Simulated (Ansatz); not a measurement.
Data:

YCo5 (space group P6/mmm)

```xyz
6
Lattice="4.8386 0.0000 0.0000 -2.4193 4.1903 0.0000 0.0000 0.0000 3.8953" Properties=species:S:1:pos:R:3 pbc="T T T"
Y      0.0000     0.0000     0.0000
Co     0.0000     2.7936     0.0000
Co     2.4193     1.3968     0.0000
Co     2.4193     0.0000     1.9477
Co     1.2096     2.0952     1.9477
Co    -1.2096     2.0952     1.9477
```

The volume is varied about the relaxed value V₀ at fixed cell shape. Symmetry pins the atoms to their sites.

Computed with PBEsol (plane waves to 420 eV, PAW, scalar-relativistic; Ansatz, a quantum-chemistry and plane-wave program). k mesh 11×11×12 (Γ-centred), Fermi-Dirac smearing 0.05 eV. The energy includes the smearing's −TS. Compression counts positive. The magnetic moment jumps within the scan, so the points may not all belong to one state, and nothing is fitted. Relaxed YCo5 ends ferromagnetic. YCo5 was relaxed with its symmetry unable to fall. The magnetic order is the one the run started from; other orders were not tried. ΔE is measured from the relaxed starting cell.

The scan covers V/V₀ from 0.840 to 1.160 in 9 points.

**Question.** What pressure does the cell carry at V/V₀ = 0.840?

**Answer.** 37.6 GPa.

**Question.** What is ΔE at V/V₀ = 0.840?

**Answer.** 222 meV/atom.

**Question.** What is ΔE at V/V₀ = 1.160?

**Answer.** 138 meV/atom.

(Under strain, the slope of the energy per volume gives the stress and its curvature an elastic modulus.)
